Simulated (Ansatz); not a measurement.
## What a trial cell of Cs₂Au relaxes into

Theory: DFT PBE, scalar-relativistic, plane waves, PAW (Ansatz 0.2.0). Cutoff 420 eV, Gaussian smearing, Γ-centred meshes. Cell and atoms relax first on a coarse mesh and then on a finer one. In between, the cell is made exact in the group found at 0.06 Å. In metals the finer mesh still leaves noise of several meV/atom or more. The steps can't lower the symmetry of their start. No spin polarisation.

Recipe of this trial structure of Cs₂Au: random cell by space group and Wyckoff sites (F-43m, No. 216). Its size is a rough estimate.

```
Cs Au
1.0
     0.00000    4.03001    4.03001
     4.03001    0.00000    4.03001
     4.03001    4.03001    0.00000
Cs Au
2 1
Direct
  0.00000 0.00000 0.00000
  0.25000 0.25000 0.25000
  0.75000 0.75000 0.75000
```

Formation energies are uncorrected and refer to the elements' standard structures at the same level.

Question: Describe the relaxed structure.

Answer: The symmetry stays F-43m (No. 216). The volume per atom grows by 25.7 %, from 43.6 to 54.9 Å³. The shortest distance goes from 3.49 Å (Cs–Au and Cs–Cs) to 3.77 Å (Cs–Au and Cs–Cs). Conventional cell: a = 8.699 Å. Around Cs on its first site lie 4 Au at 3.77 Å and 4 Cs at 3.77 Å; around Cs on its second site lie 4 Cs at 3.77 Å and 6 Au at 4.35 Å; around Au lie 4 Cs at 3.77 Å and 6 Cs at 4.35 Å.

```xyz
3
Lattice="0.0000 4.3494 4.3494 4.3494 0.0000 4.3494 4.3494 4.3494 0.0000" Properties=species:S:1:pos:R:3 pbc="T T T"
Cs    0.0000    0.0000    0.0000
Cs    2.1747    2.1747    2.1747
Au    6.5240    6.5240    6.5240
```

Question: How does it come out in energy, and is it a metal?

Answer: The energy over the elements is +0.04 eV/atom and the gap on the 10×10×10 mesh of the 3-atom cell is 0 eV (a metal).

A positive value: parting into the elements would lower its energy.

The last run used Gaussian smearing of 0.10 eV. For metals, differences of a few meV/atom aren't resolved. Spin–orbit coupling, which can matter for Au, is left out. The cell is a metal run without spin; a magnetic state may lie lower. A structure relaxed within its symmetry needn't be a true minimum.
